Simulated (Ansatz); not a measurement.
The elements of this relaxed trial crystal are hidden behind letters.

```
lattice vectors (Å)
   2.7024    0.0000    0.0000
  -1.3512    2.3404    0.0000
   0.0000    0.0000    3.8727
fractional positions
X 0.6667 0.3333 0.0000
Z 0.0000 0.0000 0.5000
```

Theory: DFT PBE, scalar-relativistic, plane waves, PAW in Ansatz. The final run on the 2-atom cell used 420 eV, a Γ-centred 24×24×14 mesh, 0.10 eV smearing and no spin polarisation.

```
Space group                                 : P-6m2 (No. 187)
Conventional cell                           : a = 2.702 Å, c = 3.873 Å
Volume per atom                             : 12.25 Å³
Density                                     : 3.19 g/cm³
Formation energy                            : −0.78 eV/atom
Gap on the 24×24×14 mesh of the 2-atom cell : 0 eV (a metal)
```

Energies are uncorrected and count from the elements' standard states at the same level.

Q: X is a p-block element of period 3 and Z is a p-block element of period 2. Which elements are they?

A: X = Si, Z = F, so the formula is SiF. Density times volume gives a mean mass of 3.19 × 12.25/1.6605 = 23.5 u per atom, and this set has 23.5 u. Around Si lie 6 F at 2.49 Å and 6 Si at 2.70 Å; F has 6 Si at 2.49 Å and 6 F at 2.70 Å (long contacts). Other sets within the hints have nearly the same mass, so mass alone doesn't settle it; this one was computed.

An odd number of electrons in the primitive cell allows no gap without spin; a larger cell or a magnetic state could open one. A structure relaxed within its symmetry needn't be a true minimum. Another cell of SiF relaxed alike, in Pmma, lies 0.44 eV/atom lower, so this cell isn't the stable form at this level.
